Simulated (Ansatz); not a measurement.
Ti4GaC3:
```
Ti4GaC3
1.0
    3.08033     0.00000     0.00000
   -1.54016     2.66764     0.00000
    0.00000     0.00000    23.16618
Ti Ga C
8 2 6
Direct
  0.00000   0.00000   0.84452
  0.00000   0.00000   0.15548
  0.00000   0.00000   0.34452
  0.00000   0.00000   0.65548
  0.66667   0.33333   0.94823
  0.33333   0.66667   0.05177
  0.33333   0.66667   0.44823
  0.66667   0.33333   0.55177
  0.66667   0.33333   0.75000
  0.33333   0.66667   0.25000
  0.00000   0.00000   0.00000
  0.00000   0.00000   0.50000
  0.33333   0.66667   0.89010
  0.66667   0.33333   0.10990
  0.66667   0.33333   0.39010
  0.33333   0.66667   0.60990
```

Relaxed with r²SCAN. Special points in fractions of this cell's reciprocal vectors: Γ (0.000, 0.000, 0.000); M (0.500, 0.000, 0.000); K (0.333, 0.333, 0.000); A (0.000, 0.000, 0.500); L (0.500, 0.000, 0.500); H (0.333, 0.333, 0.500).

**Question.** List the band energies nearest the Fermi level at these points for the program Ansatz at the r²SCAN level (PAW).

**Answer.** In eV from the Fermi level; about four levels below and three above (degenerate sets whole), none deeper than 8.9 eV; points with the same levels are listed once.

| k | below | above |
|---|---|---|
| Γ | -1.20 -1.20 -1.18 -1.18 -0.83 | 0.66 0.66 0.67 0.67 |
| M | -1.49 -1.47 -1.08 -1.07 | 1.20 1.26 2.10 |
| K | -1.23 -1.22 -1.18 -1.18 | 0.59 0.59 1.65 1.65 |
| A | -1.19 -1.19 -1.19 -1.19 -1.05 -1.05 | 0.66 0.66 0.66 0.66 |
| L | -1.48 -1.48 -1.08 -1.08 | 1.23 1.23 2.18 2.18 |
| H | -1.23 -1.23 -1.18 -1.18 | 0.59 0.59 1.66 1.66 |

Space group P6_3/mmc. The first step of the workflow began from a Materials Project structure, measured or hypothetical; the Crystallography Open Database copy checked does not list it. Its standing as an ambient phase is unchecked. The r²SCAN relaxation kept the symmetry of its start; whether a distortion lowers the energy is not shown. The run is not spin-polarised. Scalar-relativistic: spin–orbit coupling is off unless named, which matters more the heavier the elements.

Potentials: the later of the program's two PAW sets.
